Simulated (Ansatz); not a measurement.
# Na8MgNi2O8, one structure, two calculations

Cell: a Materials Project structure (computed, not necessarily an observed phase), taken as it stands.

```yaml
crystal:
  lattice:
    - [5.74775, 0.00000, 0.00000]
    - [2.17458, 5.45591, 0.00000]
    - [1.38312, 2.60594, 8.32825]
  atoms:
    - { symbol: Na, position: [0.96334, 0.31337, 0.17399] }
    - { symbol: Na, position: [0.43053, 0.85490, 0.14722] }
    - { symbol: Na, position: [0.44421, 0.25494, 0.30387] }
    - { symbol: Na, position: [0.93333, 0.74688, 0.30936] }
    - { symbol: Na, position: [0.94772, 0.42897, 0.63916] }
    - { symbol: Na, position: [0.44832, 0.06744, 0.73626] }
    - { symbol: Na, position: [0.01464, 0.62351, 0.84689] }
    - { symbol: Na, position: [0.46820, 0.38056, 0.91716] }
    - { symbol: Mg, position: [0.88113, 0.06142, 0.52707] }
    - { symbol: Ni, position: [0.45851, 0.69220, 0.49803] }
    - { symbol: Ni, position: [0.97733, 0.99161, 0.97182] }
    - { symbol: O, position: [0.71364, 0.09242, 0.11394] }
    - { symbol: O, position: [0.16856, 0.64430, 0.07537] }
    - { symbol: O, position: [0.19092, 0.97324, 0.38069] }
    - { symbol: O, position: [0.70292, 0.44466, 0.39623] }
    - { symbol: O, position: [0.30343, 0.51412, 0.65713] }
    - { symbol: O, position: [0.67122, 0.84625, 0.54739] }
    - { symbol: O, position: [0.17476, 0.18499, 0.94700] }
    - { symbol: O, position: [0.87170, 0.05341, 0.75940] }
```

Sites (sets of like atoms) are named by element and the number of their first atom in this list.

First run. All values are calculated (Ansatz; DFT, PBE, plane waves and PAW, scalar-relativistic, collinear spin, 420 eV cutoff, Γ-centred 4×5×3 k-points, Fermi–Dirac smearing 0.02 eV), not measured. Start moments as typed (μB): 3 on each Ni, none on the rest. The program fits them to the shells of the files, so those used differ somewhat.

```json
{"site": "Na3", "atom": "3", "V_zz (10²¹ V/m²)": "0.66", "η": "0.93", "m (μB)": "0.00"}
{"site": "Na4", "atom": "4", "V_zz (10²¹ V/m²)": "-0.85", "η": "0.83", "m (μB)": "0.00"}
{"site": "Na5", "atom": "5", "V_zz (10²¹ V/m²)": "2.88", "η": "0.48", "m (μB)": "0.00"}
{"site": "Mg", "atom": "9", "V_zz (10²¹ V/m²)": "-1.16", "η": "0.72", "m (μB)": "0.00"}
{"site": "Ni10", "atom": "10", "V_zz (10²¹ V/m²)": "5.31", "η": "0.09", "m (μB)": "1.69"}
{"site": "Ni11", "atom": "11", "V_zz (10²¹ V/m²)": "-2.19", "η": "0.81", "m (μB)": "-1.68"}
{"site": "O12", "atom": "12", "V_zz (10²¹ V/m²)": "6.14", "η": "0.34", "m (μB)": "-0.25"}
{"site": "O13", "atom": "13", "V_zz (10²¹ V/m²)": "6.18", "η": "0.20", "m (μB)": "-0.23"}
{"site": "O14", "atom": "14", "V_zz (10²¹ V/m²)": "5.50", "η": "0.13", "m (μB)": "0.20"}
{"site": "O15", "atom": "15", "V_zz (10²¹ V/m²)": "5.76", "η": "0.30", "m (μB)": "0.18"}
{"site": "O16", "atom": "16", "V_zz (10²¹ V/m²)": "4.93", "η": "0.11", "m (μB)": "0.33"}
{"site": "O17", "atom": "17", "V_zz (10²¹ V/m²)": "6.04", "η": "0.41", "m (μB)": "0.17"}
{"site": "O18", "atom": "18", "V_zz (10²¹ V/m²)": "5.31", "η": "0.14", "m (μB)": "-0.25"}
{"site": "O19", "atom": "19", "V_zz (10²¹ V/m²)": "6.51", "η": "0.27", "m (μB)": "-0.16"}
```

Second run. The same atoms and settings, except that the functional is r2SCAN and the cutoff is 500 eV.

Task: Given the first result, estimate the second.

Result: 

```csv
site,atom,V_zz,η,change of V_zz,m (μB)
Na3,3,0.69,0.90,+0.03,0.00
Na4,4,-0.86,0.87,-0.01,0.00
Na5,5,2.98,0.50,+0.10,0.00
Mg,9,-1.20,0.72,-0.04,0.00
Ni10,10,5.94,0.13,+0.63,1.83
Ni11,11,-2.26,0.72,-0.07,-1.82
O12,12,6.12,0.42,-0.02,-0.25
O13,13,6.04,0.26,-0.14,-0.23
O14,14,5.35,0.15,-0.15,0.20
O15,15,5.49,0.35,-0.27,0.18
O16,16,5.22,0.19,+0.29,0.34
O17,17,5.61,0.50,-0.43,0.16
O18,18,5.33,0.26,+0.02,-0.26
O19,19,6.11,0.33,-0.40,-0.16
```

The largest change of V_zz is on Ni10, from 5.31 to 5.94. In per cent, |V_zz| changes by +1 to +5 on Na, +4 on Mg, +3 to +12 on Ni, -7 to +6 on O (all sites that start above 0.5). The table leaves out 5 of the 19 sites, with |V_zz| up to 2.79; their tensors move by 0.10 at most along any direction. The statements above cover all sites. The absolute magnetisation of the cell goes from 6.0 to 6.2 μB.

The moments were started parallel, and the run ended with some of them reversed. The program didn't check the stability of this electronic state in full, so a lower one may lie near. With these PAW files V_zz is typically within 2 to 3 % of all-electron values, but misses above 10 % occur on Ni. The magnetic order is the one that the run reached from its start moments, not necessarily the measured one.
For the first run: With a gap of 0.3 eV on this mesh, small gradients can still move by 0.1 × 10²¹ V/m² or more as the k-mesh gets denser.
